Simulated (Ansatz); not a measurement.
# ZrSnTe: do energies and stresses tell the same story?

All numbers below come from DFT PBEsol, scalar-relativistic, plane waves, PAW in Ansatz.

Plane waves to 420 eV, a k mesh through Γ of 10×10×4 on the computed 6-atom cell and Gaussian smearing (0.10 eV); no spin polarisation.

Relaxed cell: P4/nmm, a = 4.042 Å, b = 4.042 Å, c = 8.684 Å, α = 90.00°, β = 90.00°, γ = 90.00°, 6 atoms in the primitive cell. Whether it is the stable form of this composition wasn't checked.

Energies at zero smearing and pressures from the stress tensor, at volumes with shape and atoms relaxed:
```csv
V (Å³/atom),E − E(first) (meV/atom),P (GPa)
22.226,0.00,6.66
22.936,-21.25,3.06
23.645,-27.80,0.01
24.354,-21.92,-2.56
25.064,-5.54,-4.74
```

Problem. Check P = −dE/dV between neighbouring volumes, and get the bulk modulus from the pressures alone.

Solution. With 1 eV/Å³ = 160.2 GPa:
| middle V (Å³/atom) | −ΔE/ΔV (GPa) | mean P (GPa) |
| --- | --- | --- |
| 22.581 | 4.799 | 4.858 |
| 23.290 | 1.480 | 1.536 |
| 24.000 | -1.327 | -1.275 |
| 24.709 | -3.701 | -3.652 |

The two differ by 0.06 GPa at most. The mean of two end pressures misses the average over a step by about ΔV² P″/12, up to 0.05 GPa here; with that taken off 0.02 GPa remains. Around V = 23.645 Å³/atom, the two neighbours give B = −V ΔP/ΔV = 23.645 × 5.62 / 1.419 = 93.7 GPa, against B0 = 93.3 GPa from the Birch–Murnaghan fit of the energies.

Cost: 6 runs of about 6.3 core-minutes in all, on Intel Xeon 6975P-C (Granite Rapids) (shared hosts).